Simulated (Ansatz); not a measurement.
Sr (P6_3/mmc): lattice vibrations

```
Sr
1.0
     4.19042    0.00000    0.00000
    -2.09521    3.62901    0.00000
     0.00000    0.00000    6.88922
Sr
2
Cartesian
  0.0000 2.4193 1.7223
  2.0952 1.2097 5.1669
```

Computed, not measured; unless marked otherwise by PBEsol, all-electron LAPW in Ansatz 0.2.0, scalar-relativistic. k mesh 10×10×6, Fermi-Dirac smearing of 0.080 eV, basis error target 0.5 meV/atom. The cell was relaxed by PAW under this functional, which moved its volume by -8 % from the database entry's. This phase needn't be the one found at ambient conditions.

Atoms are displaced by 0.01 Å in the smallest supercells that hold the wave vectors of a 2×2×2 mesh. Negative values stand for unstable modes.

(1) What are the phonon energies at the solved wave vectors, in meV?

(2) Is the structure dynamically stable at these wave vectors?

(3) How do the optical zone-centre modes decompose, and which are active?

(4) How well do frozen-core PAW files reproduce these all-electron values?

(5) The cell is scaled evenly to 102.670 and 106.860 Å³ (from 104.765), with free atoms relaxed and the shape held, so these aren't the values under hydrostatic pressure. What are the mode Grüneisen parameters γ = −d ln ω/d ln V?

Results:

(1) 

```csv
q,point,modes (meV)
0.000 0.000 0.000,Gamma,"5.31 (×2), 11.95"
0.500 0.000 0.000,M,"6.01, 6.70, 9.78, 11.03, 11.44, 12.33"
0.000 0.000 0.500,A,"3.92 (×4), 8.92 (×2)"
0.500 0.000 0.500,L,"8.10 (×2), 8.26 (×2), 12.46 (×2)"
```

(2) Yes, no mode is unstable there; wave vectors off this mesh aren't tested.

(3) Point group 6/mmm: Γ_opt = E2g + B1g.

| label | meV | activity | mostly |
| --- | --- | --- | --- |
| E2g | 5.31 | Raman | Sr (100 %) |
| B1g | 11.95 | silent | Sr (100 %) |

(4) With a cutoff of 420 eV and displacements of 0.0025 Å, the r.m.s. difference over the modes is 0.0 cm⁻¹; the largest difference is 92.4 (PAW) against 92.3 cm⁻¹ (LAPW).

(5) For the highest mode, 103.5 cm⁻¹ in the small cell and 97.5 in the large one give γ ≈ 1.49. From the change of the dynamical matrix on each mode:

| point | cm⁻¹ | γ |
| --- | --- | --- |
| Gamma | 42.8 | 0.08 |
| Gamma | 96.4 | 1.55 |
| M | 48.5 | 0.55 |
| M | 54.1 | 0.99 |
| M | 78.8 | 0.77 |
| M | 89.0 | 1.21 |
| M | 92.3 | 1.45 |
| M | 99.4 | 1.32 |
| A | 31.6 | 0.35 |
| A | 72.0 | 1.39 |
| L | 65.3 | 0.78 |
| L | 66.7 | 0.90 |
| L | 100.5 | 1.48 |

Weighted by the modes' heat capacities at 300 K, the mean on this mesh is 0.97; it moves with the q mesh, and a coarse one overweights the zone boundary.

Known limits: responses of metals move with mesh and smearing; the frozen-core PAW files of the compared runs were fitted under PBE, their cores solved anew for this functional.
